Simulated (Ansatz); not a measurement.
MgS (rock salt), relaxed with r²SCAN (Ansatz, a quantum-chemistry and plane-wave program, plane waves, PAW): a = 5.2031 Å, b = 5.2031 Å, c = 5.2031 Å, α = 90.00°, β = 90.00°, γ = 90.00°.

| Item | Result |
|---|---|
| gap (eV) | 3.46 |
| ΔH_f (eV/atom) | -1.68 |
| B₀ by P(V) fit (GPa) | 79.8 |
| electron conductivity mass (mₑ) | 0.35 |

### Question
The same phase is relaxed and computed with PBE in the same code. What are the cell and these values now?

### Answer
a = b = c = 5.230 Å, α = β = γ = 90.00°.

* **gap (eV)**: 2.76
* **ΔH_f (eV/atom)**: -1.44
* **B₀ by P(V) fit (GPa)**: 73.9
* **electron conductivity mass (mₑ)**: 0.34

All cells were relaxed under the symmetry of their starts (and spin orders); stability against distortions was not tested throughout.

Potentials: the later of the program's two PAW sets.

Ansatz is a plane-wave DFT program.

Formation energies count from the lowest solids of the elements computed at the same level, not from gases.
